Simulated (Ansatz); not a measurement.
## Ge (diamond): a workflow

**What was measured.** A measured cell of cubic Ge (space group Fd-3m) at 298.15 K, from the Crystallography Open Database (1975, doi:10.1107/S0021889875010965), has a = 5.658 Å and 22.64 Å³/atom.

“Temperature-dependent photoluminescence in Ge: experiment and theory”, 2020, arxiv:2003.00143 reports, for a bulk crystal of Ge at 0 K: band gap 0.744 eV (indirect).

The results are compared with them further down.

The computed numbers are results of PBE, scalar-relativistic (no spin polarisation) in the plane-wave PAW code Ansatz at 420 eV, 14×14×14 k-mesh, Gaussian smearing of 0.05 eV; PAW files: Ansatz's generated set soft_2.

Starting cell, 0 % over the database's volume:

```
Ge
1.0
     0.00000    2.83000    2.83000
     2.83000    0.00000    2.83000
     2.83000    2.83000    0.00000
Ge
2
Direct
  0.50000 0.50000 0.50000
  0.75000 0.75000 0.75000
```

The first steps of the search for zero pressure:

```tsv
run	level	k-mesh	kind	V (Å³/atom)	P (GPa)	gap on the mesh (eV)
1	PBE	14×14×14	fixed cell	22.67	3.6	0.02
2	PBE	14×14×14	fixed cell	23.20	1.9	metal
```

At which volume does PBE reach zero pressure?

23.90 Å³/atom, about 5.4 % over the start.

The steps that followed:

```tsv
run	level	k-mesh	kind	V (Å³/atom)	P (GPa)	E − E(final) (meV/atom)	gap on the mesh (eV)
3	PBE	14×14×14	fixed cell	23.90	0.0	0.0	metal
```

The cell is relaxed to zero pressure at this level.

The final structure (symmetry read at 0.01 Å). It takes space group Fd-3m (No. 227, cubic). The conventional cell has a = 5.761 Å, b = 5.761 Å, c = 5.761 Å, α = 90.00°, β = 90.00°, γ = 90.00°. Around Ge (site symmetry -43m) lie 4 Ge at 2.49 Å. (Neighbours are counted to 15 % beyond the shortest distance.)

At the final geometry the gap, band path included, is zero (metallic). 

**Against experiment.** PBE gives 5.761 Å and 23.90 Å³/atom, +5.6 % in volume (+1.8 % in length) from the database's cell. PBE usually overestimates volumes, but by less than this. Measured gap of Ge: 0.744 eV (indirect; 0 K; “Temperature-dependent photoluminescence in Ge: experiment and theory”, 2020, arxiv:2003.00143). This calculation gives 0.00 eV (-0.74 eV). 3 values of this kind are on record (0.666 to 0.807 eV); this one was drawn at random among those near their median. Kohn–Sham gaps of semilocal functionals mostly fall below measured ones. Temperature and excitons aren't in the calculation.

At this volume the filled and empty bands only touch, so this is a zero-gap semimetal rather than a metal, and a semilocal functional can cause such a touching.
